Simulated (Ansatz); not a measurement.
**How much do the gradients of Mg2ScMn3S8 depend on the method?**

Cell: a computed structure from the Materials Project (it need not be an observed phase), taken as it stands.

Space group R-3m:H (No. 166); a = 7.3689, c = 18.0347 Å, γ = 120.00°.

```
site  Wyckoff  site symmetry       x       y       z
  Mg       6c             3m  0.0000  0.0000  0.8748
  Sc       3b            -3m  0.0000  0.0000  0.5000
  Mn       9e           .2/m  0.1667  0.3333  0.3333
  S7       6c             3m  0.0000  0.0000  0.7385
  S8      18h             .m  0.8448  0.6895  0.4083
```

One atom of each set is listed; the run and its k-mesh use a cell of 14 atoms with edges of 7.36, 7.36, 7.36 Å.

First run. Level of theory: DFT, PBE, plane waves and PAW, scalar-relativistic, collinear spin, 420 eV cutoff, Γ-centred 6×6×6 k-points, Fermi–Dirac smearing 0.05 eV (Ansatz 0.2.0). Start moments as typed (μB): 4 on each Mn, none on the rest.

| site | V_zz (10²¹ V/m²) | η | m (μB) |
| --- | --- | --- | --- |
| Mg | -0.33 | 0.00 | 0.02 |
| Sc | -1.02 | 0.00 | 0.04 |
| Mn | -0.97 | 0.91 | 3.63 |
| S7 | -2.17 | 0.00 | 0.00 |
| S8 | -5.98 | 0.52 | -0.01 |

Second run. The same atoms and settings, except that the functional is r2SCAN and the cutoff is 500 eV.

Task: Given the first result, estimate the second.

Result: 

```
site   V_zz     η  change of V_zz  m (μB)
  Mg  -0.35  0.00           -0.02    0.02
  Sc  -1.06  0.00           -0.04    0.03
  Mn  -1.29  0.63           -0.32    3.83
  S7  -2.78  0.00           -0.61   -0.05
  S8  -5.93  0.64           +0.05   -0.05
```

The largest change of V_zz is on S7, from -2.17 to -2.78. In per cent, |V_zz| changes by -1 to +28 on S (all sites that start above 2). Where |V_zz| stays above 0.1, η moves most on Mn, from 0.91 to 0.63. The absolute magnetisation of the cell goes from 12.6 to 13.3 μB.

With no gap above 0.1 eV, as in a metal, the gradients converge slowly in k; expect changes of a tenth or more on a denser mesh. Semilocal functionals can leave a metal where correlation in the d or f shell opens a gap in the real compound, and that would change the values at and beside Mn. All moments are parallel here, as the start or the cell imposes; many such compounds order antiparallel, where fields and spin densities carried over to other atoms largely cancel. The magnetic order is the one that the run reached from its start moments, not necessarily the measured one.
For the second run: The largest force is 0.3 eV/Å, so the atoms aren't at the calculated equilibrium and relaxing them would move these values. The program didn't check the stability of this electronic state in full, so a lower one may lie near.
